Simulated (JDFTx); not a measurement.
Reference run:

* **surface**: W(110)
* **bulk**: W, Im-3m, lattice of mp-91 (not re-optimised)
* **slab**: 4 atoms in 4 planes, 1x1, 6.7 Å between the outermost planes
* **in-plane cell**: 3.170 × 2.746 Å, 7.11 Å²
* **cell height**: 22.7 Å
* **sampling**: 10×10×1 k mesh, Fermi smearing 0.01 Ha, no spin polarisation

The reference is PBE, GBRV ultrasoft potentials, plane waves to 20/100 Ha; code: a modified build of JDFTx. Unrelaxed; liquid: CANDLE, water, 1 M NaF. U vs SHE = −μ/e − 4.44 V throughout (conventional absolute potential of the hydrogen electrode).

```csv
k mesh,work function (eV),U_pzc (V),k states × plane waves,"cycles, vacuum run","rough core time, vacuum run"
3×3×1,5.15,0.34,4 × 4651,19,90 s
4×4×1,4.75,-0.07,7 × 4640,18,3 min
6×6×1,(withheld),(withheld),13 × 4650,18,3 min
10×10×1,4.92,0.10,31 × 4650,18,6 min
12×12×1,4.91,0.10,43 × 4650,19,8 min
18×18×1,4.91,0.10,91 × 4650,20,30 min
```

What belongs in the gaps?


- 6×6×1, work function (eV): 4.94
- 6×6×1, U_pzc (V): 0.12

The times are rough (shared hosts); only ratios past two mean anything.
